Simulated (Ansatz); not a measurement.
Os:
```
CELL_PARAMETERS angstrom
      2.71577     0.00000     0.00000
     -1.35789     2.35193     0.00000
      0.00000     0.00000     4.28979
ATOMIC_POSITIONS crystal
  Os 0.33333 0.66667 0.25000
  Os 0.66667 0.33333 0.75000
```

Relaxed with LDA. Special points in fractions of this cell's reciprocal vectors: Γ (0.000, 0.000, 0.000); M (0.500, 0.000, 0.000); K (0.333, 0.333, 0.000); A (0.000, 0.000, 0.500); L (0.500, 0.000, 0.500); H (0.333, 0.333, 0.500).

### Question
List the band energies nearest the Fermi level at these points for LDA in the plane-wave PAW code Ansatz.

### Answer
In eV from the Fermi level; about four levels below and three above (degenerate sets whole), none deeper than 8.9 eV; … stands for higher levels left out; points with the same levels are listed once.

```json
[
 {"k": "Γ", "below": "-2.35 -2.35 -1.67 -1.67", "above": "0.05 …"},
 {"k": "M", "below": "-3.72 -2.97 -2.68 -1.98", "above": "2.07 2.66 2.79"},
 {"k": "K", "below": "-4.77 -3.57 -3.57 -1.43", "above": "1.48 1.48 2.10"},
 {"k": "A", "below": "-3.42 -3.42 -3.42 -3.42", "above": "…"},
 {"k": "L", "below": "-1.31 -1.31 -0.18 -0.18", "above": "2.42 2.42 …"},
 {"k": "H", "below": "-3.55 -3.55 -1.47 -1.47", "above": "1.62 1.62 …"}
]
```

Space group P6_3/mmc (hcp (Mg type)). Symmetry was held in the LDA relaxation. The run is not spin-polarised. Spin–orbit coupling is left out wherever it is not named.

Potentials: the earlier of the program's two PAW sets. The files were generated under PBE; for other functionals the program regenerates the frozen cores, and for LDA and PBEsol the local potential too.
